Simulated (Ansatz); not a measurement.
# What spin–orbit coupling does to the bands of BiTe

```
Bi Te
1.0
     0.00000    3.23500    3.23500
     3.23500    0.00000    3.23500
     3.23500    3.23500    0.00000
Bi Te
1 1
Direct
  0.00000 0.00000 0.00000
  0.50000 0.50000 0.50000
```

Atom numbers follow the list: Bi1, Te2.

The cell is COD entry 9008604, as deposited and not checked against the literature; nothing was relaxed.

Levels of theory: DFT, PBE, all-electron LAPW, scalar-relativistic (Ansatz 0.2.0); DFT, PBE, all-electron LAPW, Dirac equation with spin-orbit coupling (Ansatz 0.2.0).

The runs use a Γ-centred 10×10×10 k mesh, Fermi–Dirac smearing of 0.03 eV, basis error target 0.25 meV/atom, no spin polarisation.

Levels between -8 and 4 eV, each run counted from its own valence-band top where it has a gap, else its Fermi level. Scalar levels are listed once for both spins; with the coupling every spinor state is counted. Levels near the edges of the range can cross them.

(1) At Γ (0.000, 0.000, 0.000) the scalar-relativistic levels are -2.54 (×3), 2.16 (×3). What are they with spin–orbit coupling?

(2) At W (0.500, 0.250, 0.750) the scalar-relativistic levels are -4.96 (×2), -1.57, -0.25, 3.95 (×2). What are they with spin–orbit coupling?

Answers

(1) -7.87 (×2), -3.35 (×2), -2.02 (×4), 0.73 (×2), 2.97 (×4).

(2) -5.07 (×2), -4.81 (×2), -1.44 (×2), -0.32 (×2), 3.93 (×2).
